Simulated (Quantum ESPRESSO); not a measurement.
# One change at a time to Ag4OsRe2W

All numbers below are calculated, not measured. They come from Quantum ESPRESSO 7.5, a public plane-wave density functional program. Each row is one single-point run on a made-up periodic cell of eight metal atoms, with elements, volume, strain and displacements drawn at random and not relaxed, so a cell may be unstable or far from any real phase. There is no spin polarisation or spin-orbit coupling.

Settings: PBE unless stated; PseudoDojo standard norm-conserving files; Fermi-Dirac width 0.25 eV, which means electrons at about 2900 K; cutoff 1116 eV; 6 x 6 x 3 k mesh shifted half a step off Gamma. E is the free energy of the whole cell (internal energy minus TS), so a -TS column is already part of it. Stress is positive in tension, and the pressure P is minus a third of its trace.

Checks: one run of this series was repeated at a higher cutoff and on a denser mesh, which moved values by no more than 0.003 eV, 0.11 GPa and 0.006 eV/Å, and a second program with other atomic files agreed on it to 2 % rms in force and 0.5 GPa in pressure. Known limits: heavy elements are run without spin-orbit coupling, which real alloys of them have; a spin test at this wide smearing found no moment, but such smearing suppresses magnetism that the real alloy may have.

The lattice is face-centred cubic, and the cell vectors in Å are (-0.040, 0.028, -4.088); (4.010, -0.006, 0.040); (0.012, -8.060, 0.055), a volume of 132.13 Å³ in run 1. The elements on sites 1 to 8 are Ag Ag Ag Re Os Re Ag W. Each later run makes one change to run 1 and keeps the rest. E is counted from run 1, and is n/a where other atomic files have another zero of energy.

```
run                           change  V (Å³)  P (GPa)  -TS (eV)  rms force (eV/Å)  largest change of a force component (eV/Å)  E (eV)
  1                             none  132.13    -5.56    -1.414             0.737                                       0.000   0.000
  2          sites 1 and 5 exchanged  132.13    -6.98    -1.252             1.077                                       3.456  -0.916
  3    all lengths scaled by -1.77 %  125.23     5.60    -1.320             0.769                                       0.248       ?
  4           PBEsol in place of PBE  132.13   -13.63    -1.418             0.717                                       0.069     n/a
  5                     Nb on site 6  132.13     0.10    -1.329             0.673                                       1.335     n/a
  6  site 2 moved by -0.20 Å along y  132.13    -4.98    -1.408             0.749                                       1.886   0.064
```

## Worked estimate

Along a uniform scaling dE = -P dV. The mean of the two pressures is 0.020 GPa and the volume changes by -6.90 Å³, with 160.2 GPa to one eV/Å³. The same two rows give -V dP/dV = 208 GPa for this cell with clamped atoms, which is not the bulk modulus of a real alloy.

## Withheld value

Question: what E should run 3 give?

The estimate is 0.001 eV. The calculation gave -0.007 eV. The mean of two end points misses the curvature of P, and the finite cutoff adds a little.
